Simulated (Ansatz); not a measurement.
# Does this entry for TiH6O2F6 lie near equilibrium?

The cell is a Materials Project structure (computed, not necessarily an observed phase), taken as it stands.

Space group P321 (No. 150); a = 5.6274, c = 5.5440 Å, γ = 120.00°.

```csv
site,Wyckoff,site symmetry,x,y,z
Ti,1a,32.,0.0000,0.0000,0.0000
H,6g,1,0.1603,0.4916,0.2775
O,2d,3..,0.3333,0.6667,0.3266
F,6g,1,0.3005,0.0864,0.2087
```

One atom of each set is listed.

The numbers come from a DFT calculation in Ansatz (PBE, plane waves and PAW, scalar-relativistic, 420 eV cutoff, Γ-centred 5×5×5 k-points, Fermi–Dirac smearing 0.02 eV).

(1) Do the atoms and the cell lie near the calculated equilibrium?

Results:

(1) Nearly. The largest force is 0.18 eV/Å, on atom 10 (F: 1 Ti at 1.90 Å; also 1 H at 1.53 Å), and the pressure is 0.1 GPa. Relaxing the atoms is still advisable, since electric field gradients respond to shifts of a few hundredths of an ångström.
